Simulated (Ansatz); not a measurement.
An Ansatz (a first-principles code) run. Input:

Ansatz 0.2 input:
```yaml
crystal:
  lattice:
    - [1.5267459182, 0.8814671669, 6.1918268841]
    - [-1.5267459182, 0.8814671669, 6.1918268841]
    - [0.0, -1.7629343337, 6.1918268841]
  atoms:
    - { symbol: Ag, position: [0.0, 0.0, 0.0] }
    - { symbol: Rh, position: [0.5, 0.5, 0.5] }
    - { symbol: O, position: [0.887234177, 0.887234177, 0.887234177] }
    - { symbol: O, position: [0.112765823, 0.112765823, 0.112765823] }
kpoints:
  mp_grid: { grid: [9, 9, 9] }
basis: { xc_grid: 2 }
hamiltonian:
  xc: pbesol
  pseudopotentials: { kind: paw }
scf:
  occupations: { method: fixed }
output:
  optics: { e_range: [0.0, 15.0], de: 0.05, sigma: 0.1, bands: { spectra_wanted_up_to: 12 eV } }
```

Output (shortened):

```
basis.fft_grid_basis auto: the FFT boxes are laid along the combinations [[1, 0, -1], [0, 1, -1], [0, 0, 1]] of the cell's own vectors, 3.053, 3.053 and 6.438 …
output.optics: the spectra are integrated over the Brillouin zone by k·p interpolation around the k-points, where levels, occupations, output.optics.sigma and …
Pseudopotentials: kind: paw
Pseudopotential: Ag, paw, valence charge 19
Pseudopotential: Rh, paw, valence charge 17
Pseudopotential: O, paw, valence charge 6
Functional definition: PBEsol
Crystal: 4 atoms, lattice volume = 49.997 Å³
Basis set: ecut = 420 eV, 969 PW (Γ), FFT grids on a1−a3, a2−a3, a3, exchange–correlation on 48×48×90 points (8 copies of the dense FFT grid, shifted against one another)
Bands: 29, of which v1, the nominal top of the filled ones, is band 24 counted from 1 (23 counted from 0)
Symmetry: 12 space group operations
Space group: R-3m (ITA 166), of the structure as read, at distance tolerance 3.7e-5 Å
k-points: 85 of 729
PAW frozen core: Ag, regenerated for the run's functional, and the local potential with it
PAW frozen core: Rh, regenerated for the run's functional, and the local potential with it
PAW frozen core: O, regenerated for the run's functional, and the local potential with it
Initial wavefunctions: pseudopotential atomic-orbital guess
Eigensolver: davidson
Functional: x = pbesol(κ = 0.804, μ = 0.12345679012345678), c = pbesol(β = 0.046)
SCF iter   1: F=—  HF=-14979.896175 eV  |F-HF|=—  |Δ(HF+E_count)|=         —  Δρ=1.73e-2  dr2=1.15e-1  ethr=1.77e-3  ⟨swp⟩=4.1  Hψ=8371  notcnv=0  defer=197
all-band conjugate gradients solve this SCF's bands
preconditioner: auto → none
SCF iter   2: F=—  HF=-14979.886458 eV  |F-HF|=—  |Δ(HF+E_count)|=   9.72e-3  Δρ=1.37e-2  dr2=8.70e-2  ethr=2.39e-4  ⟨swp⟩=2.0  Hψ=4711  notcnv=0  defer=223
SCF iter   3: F=—  HF=-14979.869146 eV  |F-HF|=—  |Δ(HF+E_count)|=   1.73e-2  Δρ=3.26e-3  dr2=6.13e-3  ethr=1.81e-4  ⟨swp⟩=2.1  Hψ=3820  notcnv=0  defer=236
SCF iter   4: F=—  HF=-14979.868179 eV  |F-HF|=—  |Δ(HF+E_count)|=   9.67e-4  Δρ=1.32e-3  dr2=4.64e-4  ethr=1.28e-5  ⟨swp⟩=2.0  Hψ=3136  notcnv=0  defer=250
SCF iter   5: F=—  HF=-14979.868139 eV  |F-HF|=—  |Δ(HF+E_count)|=   3.96e-5  Δρ=6.53e-4  dr2=7.47e-5  ethr=9.66e-7  ⟨swp⟩=2.4  Hψ=4078  notcnv=0  defer=183
SCF iter   6: F=—  HF=-14979.868095 eV  |F-HF|=—  |Δ(HF+E_count)|=   4.45e-5  Δρ=2.67e-4  dr2=7.87e-6  ethr=1.56e-7  ⟨swp⟩=2.2  Hψ=3189  notcnv=0  defer=85
SCF iter   7: F=—  HF=-14979.868088 eV  |F-HF|=—  |Δ(HF+E_count)|=   7.03e-6  Δρ=3.12e-5  dr2=1.16e-7  ethr=1.64e-8  ⟨swp⟩=2.5  Hψ=4298  notcnv=0  defer=85
SCF iter   8: F=—  HF=-14979.868085 eV  |F-HF|=—  |Δ(HF+E_count)|=   2.70e-6  Δρ=4.96e-6  dr2=3.96e-9  ethr=2.42e-10  ⟨swp⟩=2.2  Hψ=3556  notcnv=0  defer=85
SCF iter  10: F=-14979.868085 eV  HF=-14979.868085 eV  |F-HF|=5.46e-12  |Δ(HF+E_count)|=  1.09e-10  Δρ=6.43e-8  dr2=1.05e-12  ethr=1.00e-12  ⟨swp⟩=8.5  Hψ=8394  notcnv=0
SCF 1 converged in 10 iterations: F = -14979.868085 eV  dr2 = 1.05e-12
NSCF: frozen V_eff on 85 k-points
Optics k sum: 0 of 85 k-points
Optics k sum: 5 of 85 k-points
Optics k sum: 9 of 85 k-points
Optics k sum: 13 of 85 k-points
Optics k sum: 17 of 85 k-points
Optics k sum: 22 of 85 k-points
Optics k sum: 26 of 85 k-points
Optics k sum: 30 of 85 k-points
Optics k sum: 34 of 85 k-points
Optics k sum: 39 of 85 k-points
Optics k sum: 43 of 85 k-points
Optics k sum: 47 of 85 k-points
Optics k sum: 51 of 85 k-points
Optics k sum: 56 of 85 k-points
Optics k sum: 60 of 85 k-points
Optics k sum: 64 of 85 k-points
Optics k sum: 68 of 85 k-points
Optics k sum: 73 of 85 k-points
Optics k sum: 77 of 85 k-points
Optics k sum: 81 of 85 k-points
Optics k sum: 85 of 85 k-points
Optics k sum: 0 of 85 k-points
Optics k sum: 5 of 85 k-points
Optics k sum: 9 of 85 k-points
Optics k sum: 13 of 85 k-points
Optics k sum: 17 of 85 k-points
Optics k sum: 22 of 85 k-points
Optics k sum: 26 of 85 k-points
Optics k sum: 30 of 85 k-points
Optics k sum: 34 of 85 k-points
Optics k sum: 39 of 85 k-points
Optics k sum: 43 of 85 k-points
Optics k sum: 47 of 85 k-points
Optics k sum: 51 of 85 k-points
Optics k sum: 56 of 85 k-points
Optics k sum: 60 of 85 k-points
Optics k sum: 64 of 85 k-points
Optics k sum: 68 of 85 k-points
Optics k sum: 73 of 85 k-points
Optics k sum: 77 of 85 k-points
Optics k sum: 81 of 85 k-points
Optics k sum: 85 of 85 k-points
NSCF: frozen V_eff on 1 k-points
NSCF: frozen V_eff on 1 k-points
NSCF: frozen V_eff on 1 k-points
NSCF: frozen V_eff on 1 k-points
NSCF: frozen V_eff on 1 k-points
NSCF: frozen V_eff on 1 k-points
output.optics: what the bands over the 41 summed would add to eps1, eps2 and the energy-loss function is held between a lower and an upper bound (8 Lanczos …
SCF converged after 10 iterations
Free energy (F): -14979.868085 eV
Harris-Foulkes:  -14979.868085 eV  (|F-HF|=5.46e-12)
Internal energy: -14979.868085 eV  (E = F + TS)
E sigma→0 (E₀):  -14979.868085 eV
Fermi energy:    13.649742 eV
--- Per-component energies (eV) ---
  E_band       = -478.891320
  E_kinetic    = 1447.340622
  E_local      = -5190.270595  (includes V_loc(G=0)·N_el)
  E_nonlocal   = 538.669796
  E_hartree    = 2087.762488
  E_xc         = -546.870943
  E_vxc        = -695.227365  (∫ρ·V_xc dr)
  E_paw        = -7663.617569  (= ΣΔE_a)
  E_vpaw       = -754.935113  (= ΣTr[D̂ρ^β])
  E_aug_tail   = 0.006357  (compensation charges beyond the density's cutoff)
  E_ewald      = -5653.557757
  E_core_change = 0.669515  (= ΣΔE_core)
  E_smearing   =  0.000000  (= −TS)
  E_closure    = 0.000000  (closes the sum)
  Σ components = -14979.868085   (vs F -14979.868085, Δ=0.00e0)
  [band-id]    e_kinetic+e_local+e_nonlocal+2·e_hartree+e_vxc+e_vpaw+e_augmentation_tail = -478.891320   (vs E_band -478.891320, Δ=-3.41e-7)
--- Band table (eV; the first three rows and the last of 85) ---
  k-point 0: bands = ["-77.7711", "-64.9301", "-41.3366", "-41.2265", "-41.2265", "-32.8488", "-32.8488", "-32.7647", "-6.4264", "-4.8917", "5.4291", "6.7279", "6.7279", "8.3462", "9.5715", "9.6415", "9.6415", "10.3708", "10.3708", "10.6235", "10.6235", "11.9423", "11.9423", "12.6144", "15.0591", "16.6790", "16.6790", "19.1795", "21.2643"]
  k-point 1: bands = ["-77.7705", "-64.9282", "-41.3358", "-41.2340", "-41.2285", "-32.8716", "-32.8539", "-32.7608", "-6.3039", "-4.9454", "5.5932", "6.6284", "6.8453", "8.5186", "9.5430", "9.7245", "9.7587", "10.0530", "10.1341", "10.2728", "10.4582", "12.2123", "12.3679", "12.6873", "15.2157", "16.2739", "16.5848", "19.7355", "21.5813"]
  k-point 2: bands = ["-77.7690", "-64.9235", "-41.3337", "-41.2529", "-41.2333", "-32.9292", "-32.8669", "-32.7509", "-5.9876", "-5.0761", "6.0177", "6.5266", "7.1308", "8.3807", "9.0181", "9.5162", "9.6185", "9.9722", "10.1310", "10.4700", "10.4908", "12.4401", "12.9210", "12.9218", "15.3240", "15.8339", "16.4069", "20.8318", "22.3970"]
  k-point 84: bands = ["-77.7705", "-64.9282", "-41.3357", "-41.2340", "-41.2285", "-32.8716", "-32.8539", "-32.7608", "-6.2031", "-5.0915", "6.4945", "6.5475", "6.9225", "8.1046", "8.8166", "9.1737", "9.4512", "9.5940", "9.7758", "10.9732", "11.1073", "12.2167", "12.4249", "13.6105", "15.4062", "16.4359", "16.5890", "18.2910", "22.5366"]
  band table: 29 of 29 bands, residual norms ≤ 1.0e-3 eV
```

Cost: about 2.4 core-minutes (a rough figure) on shared cores.

The workflow started from a Materials Project entry (that database holds measured and hypothetical structures alike); the Crystallography Open Database copy checked does not list it. Whether it is the stable phase at ambient conditions was not checked. Symmetry was held in the PBEsol relaxation; its stability against distortions is not shown here. No spin polarisation was allowed. Scalar-relativistic: spin–orbit coupling is off unless named, which matters more the heavier the elements.

Potentials: the later of the program's two PAW sets.

Ansatz is a plane-wave DFT program.
